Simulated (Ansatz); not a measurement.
## How far is PAW off for YbB₂?

```
Yb B
1.0
     3.25030    0.00000    0.00000
    -1.62515    2.81484    0.00000
     0.00000    0.00000    3.73150
Yb B
1 2
Direct
  0.00000 0.00000 0.00000
  0.33333 0.66667 0.50000
  0.66667 0.33333 0.50000
```

Atoms are numbered in the order listed.

The geometry is COD entry 1510855, unchecked; take it as a test cell.

Semilocal functionals without a Hubbard term describe localised f shells poorly; where the shell is localised, the real material differs.

Spin–orbit coupling is left out, though it moves levels of the heavy atoms by tenths of an eV or more.

Methods: DFT, PBE, PAW with Ansatz's default frozen-core files, scalar-relativistic (Ansatz 0.2.0); DFT, PBE, all-electron LAPW, scalar-relativistic (Ansatz 0.2.0).

For PAW: a Γ-centred 13×13×10 k mesh, Fermi–Dirac smearing of 0.05 eV, cutoff 420 eV, no spin polarisation. LAPW targets a basis error of 0.5 meV/atom. The Ansatz runs share mesh, smearing and spin set-up. Plane-wave (PAW) pressures include the program's estimate of the Pulay term.

Stress and pressure are positive in compression.

Levels count from the Fermi level.

PAW results:

| quantity | PAW |
| --- | --- |
| pressure (GPa) | 2.25 |
| stress xx (GPa) | -0.59 |
| stress zz (GPa) | 7.94 |
| highest filled level at Γ (eV) | -0.199 |
| lowest empty level at Γ (eV) | 0.163 |
| highest filled level at K (eV) | -0.280 |
| lowest empty level at K (eV) | 0.230 |

(1) What does all-electron LAPW give for the same quantities?

Answers

(1) 
```tsv
quantity	LAPW
pressure (GPa)	2.25
stress xx (GPa)	-0.61
stress zz (GPa)	7.96
highest filled level at Γ (eV)	-0.199
lowest empty level at Γ (eV)	0.161
highest filled level at K (eV)	-0.282
lowest empty level at K (eV)	0.231
```
